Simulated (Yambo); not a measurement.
LiBH4 (space group P6_3mc, No. 186), G0W0@PBEsol in Yambo (3×3×2 mesh, plasmon pole; 8 Ry block, no terminator). The number N of bands in W and G is varied.

```
N    x = 1/N  gap Γ → Γ (eV)  shift of the valence edge (eV)
---  -------  --------------  ------------------------------
66   0.01515           9.707                          -1.572
104  0.00962           9.752                          -1.760
150  0.00667           9.790                          -1.886
199  0.00503               ?                               ?
```

Basis-set arguments suggest E = E∞ + A x. Fix A and E∞ from the two rows above the withheld one, predict the row at 199 bands, and test the form.

Gap: A = (9.790 − (9.752))/(0.00667 − 0.00962) = -12.9, E∞ = 9.876 eV, so 9.811 eV is predicted; the run gave 9.817 eV (miss 6 meV). The first two rows have slope -8.14, so the form doesn't hold yet over the whole range. Shift: A = (-1.886 − (-1.760))/(0.00667 − 0.00962) = 42.7, E∞ = -2.171 eV, so -1.956 eV is predicted; the run gave -1.965 eV (miss 9 meV). The first two rows have slope 34.0, so the form doesn't hold yet over the whole range. The other settings are held fixed.

Geometry of the Materials Project entry, not relaxed at this level; primitive cell a = b = 4.203 Å, c = 7.420 Å, α = β = 90.00°, γ = 120.00°.

The structure is a Materials Project entry; no match was found in the copy of COD used, and its stability was not checked.

A shift is the quasiparticle energy of the state minus its PBEsol energy.
